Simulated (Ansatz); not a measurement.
## Step by step: Ga, relaxation of cell and atoms

Level of theory: Ansatz 0.2.0, DFT, PBEsol, all-electron LAPW, scalar-relativistic.

Command: `ansatz run input.yaml --threads 1 --pin off --max-ram 2048MiB --backend cpu --events-out ev --progress --plain --runs-dir out` The run took 4 min on 1 thread of Arm Neoverse V1, with other jobs on the host.

```yaml
crystal:
  lattice:
    - [1.45, -4.065, 0.0]
    - [1.45, 4.065, 0.0]
    - [0.0, 0.0, 3.17]
  atoms:
    - { symbol: Ga, position: [0.867, 0.133, 0.25] }
    - { symbol: Ga, position: [0.133, 0.867, 0.75] }
kpoints:
  mp_grid: { grid: [12, 12, 10] }
scf:
  occupations: { method: fermi_dirac, width: 0.05 }
hamiltonian:
  xc: pbesol
  pseudopotentials: { kind: all_electron, lapw: { basis_error: 0.001 } }
output:
  forces: true
  stress: true
relax:
  f_tol: 0.005
  max_steps: 80
  cell: {}
```

The geometry is COD entry 9012485, unchecked; take it as a test cell.

Each frame lists the cell vectors (Å), then Cartesian positions (Å) and forces (eV/Å). Free energies count from the first step, -105720.0362 eV.

The walk took 7 evaluations in all; steps that aren't listed are left out.

Step 1: E = 0.0 meV, P = -1.90 GPa

```
cell 1.4500 -4.0650 0.0000 1.4500 4.0650 0.0000 0.0000 0.0000 3.1700
Ga    1.4500   -2.9837    0.7925     0.000   0.193   0.000
Ga    1.4500    2.9837    2.3775     0.000  -0.193   0.000
```

Step 2:

```
cell 1.4000 -4.0500 0.0000 1.4000 4.0500 0.0000 0.0000 0.0000 3.1471
Ga    1.4000   -2.9562    0.7868
Ga    1.4000    2.9562    2.3603
```

Step 3: E = -38.1 meV, P = 1.19 GPa

```
cell 1.3569 -4.0758 0.0000 1.3569 4.0758 0.0000 0.0000 0.0000 3.1814
Ga    1.3569   -2.9802    0.7954     0.000  -0.138   0.000
Ga    1.3569    2.9802    2.3861     0.000   0.138   0.000
```

Step 4: E = -41.9 meV, P = 0.48 GPa

```
cell 1.3432 -4.1113 0.0000 1.3432 4.1113 0.0000 0.0000 0.0000 3.2186
Ga    1.3432   -3.0208    0.8046     0.000  -0.044   0.000
Ga    1.3432    3.0208    2.4139     0.000   0.044   0.000
```

Step 5: E = -43.3 meV, P = 0.08 GPa

```
cell 1.3504 -4.1328 0.0000 1.3504 4.1328 0.0000 0.0000 0.0000 3.2039
Ga    1.3504   -3.0403    0.8010     0.000  -0.003   0.000
Ga    1.3504    3.0403    2.4029     0.000   0.003   0.000
```

Give the energy and forces of step 2.

E = -24.4 meV, P = 0.44 GPa
```
Ga    1.4000   -2.9562    0.7868     0.000  -0.063   0.000
Ga    1.4000    2.9562    2.3603     0.000   0.063   0.000
```

How does the relaxation end?

It converges, with a = 2.707 Å, b = 8.263 Å, c = 3.203 Å, α = 90.00°, β = 90.00°, γ = 90.00° (conventional cell, space group Cmcm). The last solve (on a basis chosen afresh for the final cell, so its energy is not quite comparable) gives E = -43.5 meV, P = -0.01 GPa:
```
cell 1.3536 -4.1313 0.0000 1.3536 4.1313 0.0000 0.0000 0.0000 3.2030
Ga    1.3536   -3.0387    0.8008     0.000   0.000   0.000
Ga    1.3536    3.0387    2.4023     0.000   0.000   0.000
```
